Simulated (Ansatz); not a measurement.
One crystal and one scan (frozen-phonon scan) at two levels, r2SCAN (plane waves to 500 eV, PAW, scalar-relativistic; Ansatz, a first-principles code) and PBE (plane waves to 420 eV, PAW, scalar-relativistic; Ansatz), each from its own relaxed cell and on its own mesh. The cell shown is that of r2SCAN.

Starting cell, Rh (fcc, Cu type):

```
CELL_PARAMETERS angstrom
      0.00000     3.80012     3.80012
      1.90006     0.00000     1.90006
      1.90006     1.90006     0.00000
ATOMIC_POSITIONS crystal
  Rh 0.00000 0.00000 0.00000
  Rh 0.50000 0.00000 0.00000
```

The atoms are displaced by Q × the pattern below (from a DFPT mode at L = (0.5, 0.0, 0.0), largest move 1; Q in Å), at fixed cell. (q is in reciprocal vectors of the primitive cell; the cell shown is doubled to hold the pattern.)

```tsv
atom	x	y	z
Rh1	-0.577	0.577	0.577
Rh2	0.577	-0.577	-0.577
```

Rh is run without spin polarisation. Rh was relaxed with its symmetry unable to fall. The PAW data are Ansatz's earlier set. With partly filled bands, energies and forces of such displacements shift with the k mesh and the smearing. Percentages come from the unrounded values. Both scans cover Q from -0.100 to 0.100 Å.

Results of r2SCAN:

| Property | Value |
|---|---|
| Lattice constant a (Å) | 3.800 |
| Energy at Q = 0.100 Å (meV/cell) | 226 |
| Harmonic wavenumber from the curvature (finite differences) (cm⁻¹ (negative: imaginary)) | 243 |
| Space group of the distorted cell | R-3m (No. 166), lowered from Fm-3m |
| Symmetry of the curve | even: the same for both signs |
| Shape of the curve | a single well with its minimum at or next to zero displacement |

Problem. What does PBE give for the same quantities?

Solution. 
| quantity | PBE | r2SCAN − PBE |
|---|---|---|
| Lattice constant a (Å) | 3.830 | -0.030 (-0.8 %) |
| Energy at Q = 0.100 Å (meV/cell) | 211 | +15 (+7 %) |
| Harmonic wavenumber from the curvature (finite differences) (cm⁻¹ (negative: imaginary)) | 235 | +8 (+4 %) |

r2SCAN gives the higher value for: energy at Q = 0.100 Å; harmonic wavenumber from the curvature. r2SCAN gives the lower value for: lattice constant a. Both give the same space group of the distorted cell: R-3m (No. 166), lowered from Fm-3m. Neither level is exact: the differences show how much the result hangs on the functional.

(A displaced cell: forces are minus the slopes of the energy, force constants its curvatures, and phonons follow from these.)
